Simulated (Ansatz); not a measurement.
BeS (rock salt, Fm-3m) at seven volumes, the program Ansatz at the PBEsol level (PAW), scaled uniformly. One row is withheld.

```
V (Å³/atom)  P (GPa)
-----------  -------
10.999         12.85
11.362          7.94
11.724          3.69
12.087          0.01
12.449         -3.17
12.812         -5.93
13.175             ?
```

Task: Fit the shown pressures and predict the withheld one.

Result: P = (3/2)B₀(x^(7/2) − x^(5/2))[1 + (3/4)(B′ − 4)(x − 1)] with x = (V₀/V)^(2/3). Least squares on the six rows gives V₀ = 12.088 Å³/atom, B₀ = 114 GPa, B′ = 3.78. At V = 13.175, x = 0.9442 and P = -8.34 GPa. The run itself gave -8.32 GPa.

The start of the workflow was typed in or built on a structure type; neither database checked (COD, Materials Project) lists it. COD files the formula under space group No. 216, so this cell is another polymorph or a model. Its standing as an ambient phase is unchecked. The cell was relaxed with PBEsol under the symmetry of its start. At this level the phase is dynamically unstable (imaginary phonons).

Potentials: the later of the program's two PAW sets.
